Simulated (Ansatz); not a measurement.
Li$_{3}$Cd in space group I4/mmm (No. 139; Li on 4d, Li on 2b, Cd on 2a), PBE (plane waves, PAW; program Ansatz), all energies at zero smearing, with the estimated change up to a 700 eV cutoff added, with one set of potentials and settings (totals compare only within such a set). Cell of 4 atoms (3 Li, 1 Cd): -8869.251 eV.

```
element                reference phase  E (eV/atom)
-------  -----------------------------  -----------
Li          Fm-3m, 1 atoms in the cell    -204.6902
Cd       P6_3/mmc, 2 atoms in the cell   -8254.4547
```

Formation energy per atom, worked out: (-8869.251 − 3×(-204.6902) − 1×(-8254.4547))/4 = -0.181 eV/atom (-18 kJ per mol of atoms), at 0 K, without zero-point energy or fitted corrections.

The workflow started from a Materials Project entry (that database holds measured and hypothetical structures alike); the Crystallography Open Database copy checked does not list it. With Li and Cd taken as one species the cell has the higher symmetry I4/mmm, so it may be an ordered model of a mixed-site phase. Its standing as an ambient phase is unchecked. Symmetry was held in the PBE relaxation; its stability against distortions is not shown here. The references are the lowest solids computed at this level, not always the standard phases.

Potentials: the later of the program's two PAW sets.
